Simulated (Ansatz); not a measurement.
# How much do the gradients of Mg2Al3MoS8 depend on the method?

Cell: a computed structure from the Materials Project (it need not be an observed phase).

Space group R-3m:H (No. 166); a = 7.2413, c = 18.0805 Å, γ = 120.00°.

| site | Wyckoff | site symmetry | x | y | z |
| --- | --- | --- | --- | --- | --- |
| Mg | 6c | 3m | 0.0000 | 0.0000 | 0.1262 |
| Al | 9e | .2/m | 0.6667 | 0.8333 | 0.3333 |
| Mo | 3b | -3m | 0.0000 | 0.0000 | 0.5000 |
| S7 | 18h | .m | 0.3038 | 0.1519 | 0.4101 |
| S9 | 6c | 3m | 0.0000 | 0.0000 | 0.7380 |

One atom of each set is listed; the run and its k-mesh use a cell of 14 atoms with edges of 7.33, 7.33, 7.33 Å.

First run. Method: Kohn–Sham DFT in Ansatz, PBE, plane waves and PAW, scalar-relativistic, collinear spin, 420 eV cutoff, Γ-centred 5×5×5 k-points, Fermi–Dirac smearing 0.02 eV. Start moments as typed (μB): 2 on each Mo, none on the rest.

```tsv
site	V_zz (10²¹ V/m²)	η	m (μB)
Mg	-0.20	0.00	0.01
Al	-0.31	0.66	0.03
Mo	-2.37	0.00	1.91
S7	-0.96	0.59	0.00
S9	-0.57	0.00	0.03
```

Second run. The same atoms and settings, except that the functional is PBEsol.

Q: Given the first result, estimate the second.

A: 

```json
{"site": "Mg", "V_zz": "-0.19", "η": "0.00", "change of V_zz": "+0.01", "m (μB)": "0.01"}
{"site": "Al", "V_zz": "-0.31", "η": "0.65", "change of V_zz": "0.00", "m (μB)": "0.03"}
{"site": "Mo", "V_zz": "-2.27", "η": "0.00", "change of V_zz": "+0.10", "m (μB)": "1.88"}
{"site": "S7", "V_zz": "-1.00", "η": "0.52", "change of V_zz": "-0.04", "m (μB)": "0.01"}
{"site": "S9", "V_zz": "-0.62", "η": "0.00", "change of V_zz": "-0.05", "m (μB)": "0.03"}
```

The largest change of V_zz is on Mo, from -2.37 to -2.27. In per cent, |V_zz| changes by -5 on Mo, +4 to +9 on S (all sites that start above 0.5).

Without spin–orbit coupling (the program notes it for Mo) the gradients can shift somewhat, as the gap is small. All moments are parallel here, as the start or the cell imposes; many such compounds order antiparallel, where fields and spin densities carried over to other atoms largely cancel. The magnetic order is the one that the run reached from its start moments, not necessarily the measured one.
For the first run: With a gap of 0.8 eV on this mesh, small gradients can still move by 0.1 × 10²¹ V/m² or more as the k-mesh gets denser.
For the second run: With a gap of 0.6 eV on this mesh, small gradients can still move by 0.1 × 10²¹ V/m² or more as the k-mesh gets denser.
